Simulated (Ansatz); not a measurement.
A geometry of Cd away from equilibrium: the start of the relaxation of a relaxed Cd cell, doubled along one cell vector, shaken by Gaussian noise of σ = 0.08 Å a coordinate. Method: r2SCAN (plane waves to 500 eV, PAW, scalar-relativistic; Ansatz, a program for electronic structure). Γ-centred k-mesh 7×13×13 on the run's cell (coarser than for final values), Fermi–Dirac smearing 0.05 eV.

```xyz
2
Lattice="-3.5349 3.5349 3.5349 1.7674 -1.7674 1.7674 1.7674 1.7674 -1.7674" Properties=species:S:1:pos:R:3:forces:R:3 pbc="T T T" free_energy=-16536.318 pressure_GPa=0.2
Cd    -0.0503     0.0236     0.0163    0.0236   -0.1910   -0.1638
Cd    -1.7894     1.7641     1.6968   -0.0236    0.1910    0.1638
```

Positions in Å, forces in eV/Å, free energy of the cell in eV (comparable only within this code, potentials and settings). Largest force: 0.25 eV/Å, on Cd1, Cd2 (atoms numbered as listed); the geometry lies 0.10 eV/atom above the end of its relaxation.

No spin polarisation in the result.

The run could not lose the symmetry of its start.

Of the parent cell (Im-3m (No. 229)): it is a generated cell of Cd: the first start was made by placing the elements on the sites of a structure type, and the end was not matched to a known phase here, so it may be hypothetical. Known forms of Cd include space group No. 194.
